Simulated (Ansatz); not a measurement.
ScMo₃C (anti-perovskite) was relaxed and computed twice in Ansatz (plane waves, PAW), once with PBE and once with PBEsol.

```csv
,run 1,run 2
cell,"a = b = c = 4.1867 Å, α = β = γ = 90.00°","a = b = c = 4.227 Å, α = β = γ = 90.00°"
ΔH_f (eV/atom),0.02,0.04
B₀ by P(V) fit (GPa),227,212
```

Question: Which run used which functional?

Answer: Run 1 is PBEsol, run 2 is PBE.

Typed or built starts, not in the databases checked: ScMo3C, anti-perovskite. All cells were relaxed under the symmetry of their starts (and spin orders); stability against distortions was not tested throughout. Rows with no word on spin ran without spin polarisation. Spin–orbit coupling is left out wherever it is not named.

Potentials: the later of the program's two PAW sets.

Ansatz (a program for electronic structure) is a plane-wave DFT program.

Formation energies count from the lowest solids of the elements computed at the same level, not from gases.
